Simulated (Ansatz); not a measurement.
CaZn$_{2}$Sb$_{2}$:
```cif
data_CaSb2Zn2
_chemical_formula_sum 'Ca1 Zn2 Sb2'
_space_group_name_H-M_alt 'P 1'
_space_group_IT_number 1
_cell_length_a 4.41110
_cell_length_b 4.41110
_cell_length_c 7.34119
_cell_angle_alpha 90.000
_cell_angle_beta 90.000
_cell_angle_gamma 120.000
loop_
_space_group_symop_operation_xyz
  'x, y, z'
loop_
_atom_site_label
_atom_site_type_symbol
_atom_site_fract_x
_atom_site_fract_y
_atom_site_fract_z
_atom_site_occupancy
Ca1 Ca 0.00000 0.00000 0.00000 1
Zn1 Zn 0.33333 0.66667 0.63237 1
Zn2 Zn 0.66667 0.33333 0.36763 1
Sb1 Sb 0.33333 0.66667 0.25652 1
Sb2 Sb 0.66667 0.33333 0.74348 1
```

Relaxed with PBEsol. PBEsol in the plane-wave PAW code Ansatz gives no gap.

**Question.** What gap does HSE06 give on the same cell (Ansatz, PAW)?

**Answer.** 0.52 eV. The hybrid was solved on a coarser mesh and at special points; its gap is the smallest among all of these. On such a mesh it can open a false gap in a semimetal.

```csv
k,v1 PBEsol,c1 PBEsol,v1 HSE06,c1 HSE06
Γ,0.00,0.01,0.00,0.52
A,-0.92,-0.13,-0.94,0.67
K,-2.56,1.72,[?],[?]
H,-1.91,1.17,[?],[?]
M,-1.57,-0.01,[?],[?]
L,-1.38,0.63,[?],[?]
```

**Question.** Top valence (v1) and lowest conduction level (c1) in eV from each method's valence maximum (which need not be a listed point): supply the withheld HSE06 values.

**Answer.** 
- M, v1 HSE06: -1.67
- M, c1 HSE06: 0.57
- K, v1 HSE06: -2.81
- K, c1 HSE06: 2.28
- H, v1 HSE06: -2.03
- H, c1 HSE06: 1.84
- L, v1 HSE06: -1.51
- L, c1 HSE06: 1.26

Cost on shared cores: the PBEsol run (SCF on a 11×11×6 mesh, then bands and DOS) roughly 90 core-seconds, the HSE06 run (SCF on 4×4×3, then a few points) about 2.7 core-minutes (a rough figure); the tasks are unlike.

Space group P-3m1. The first step of the workflow began from a Materials Project structure, measured or hypothetical; the Crystallography Open Database files this formula in space group No. 164, but the cells were not matched. Its standing as an ambient phase is unchecked. Symmetry was held in the PBEsol relaxation; of distortions, only those at the zone centre were tested. A small band overlap can be real or an error of a semilocal functional. Spin–orbit coupling is left out wherever it is not named.

Potentials: the later of the program's two PAW sets.
